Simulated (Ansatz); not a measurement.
SnO$_{2}$:
```cif
data_O8Sn4
_chemical_formula_sum 'Sn4 O8'
_space_group_name_H-M_alt 'I41/amd :1'
_space_group_IT_number 141
_space_group_name_Hall 'I 4bw 2bw -1bw'
_cell_length_a 3.97215
_cell_length_b 3.97215
_cell_length_c 10.17982
_cell_angle_alpha 90.000
_cell_angle_beta 90.000
_cell_angle_gamma 90.000
loop_
_atom_site_label
_atom_site_type_symbol
_atom_site_symmetry_multiplicity
_atom_site_Wyckoff_symbol
_atom_site_fract_x
_atom_site_fract_y
_atom_site_fract_z
_atom_site_occupancy
Sn1 Sn 4 a 0.00000 0.00000 0.00000 1
O1 O 8 e 0.00000 0.00000 0.20301 1
```
(The calculation used a cell of 6 atoms; values per cell refer to that cell.)

Relaxed with LDA.

Give the optical modes at the zone centre with their infrared activity from DFPT, LDA (plane waves, PAW; program Ansatz).

Transverse frequencies, without the LO–TO term; a row sums one degenerate level.

```
ω (cm⁻¹)  degeneracy  IR ((D/Å)²/amu)     activity  symmetry
--------  ----------  ---------------  -----------  --------
148                2             0.00  IR-inactive        Eg
178                2             0.00  IR-inactive        Eg
247                2            16.22           IR        Eu
284                1             0.00  IR-inactive       B1g
443                1            31.65           IR       A2u
515                1             0.00  IR-inactive       A1g
525                1             0.00  IR-inactive       B2u
574                1             0.00  IR-inactive       B1g
584                2            56.40           IR        Eu
744                2             0.00  IR-inactive        Eg
```

How high does the top mode go among those that the LO–TO term moves?

739 cm⁻¹ for q along x, 739 cm⁻¹ for q along y, 629 cm⁻¹ for q along z.

Space group I4_1/amd (anatase). The first step of the workflow began from a Materials Project structure, measured or hypothetical; the Crystallography Open Database copy checked does not list it. It is not the phase usual at ambient conditions (space group No. 136). The LDA relaxation kept the symmetry of its start; whether a distortion lowers the energy is not shown. Spin–orbit coupling is left out wherever it is not named.

Potentials: the later of the program's two PAW sets.
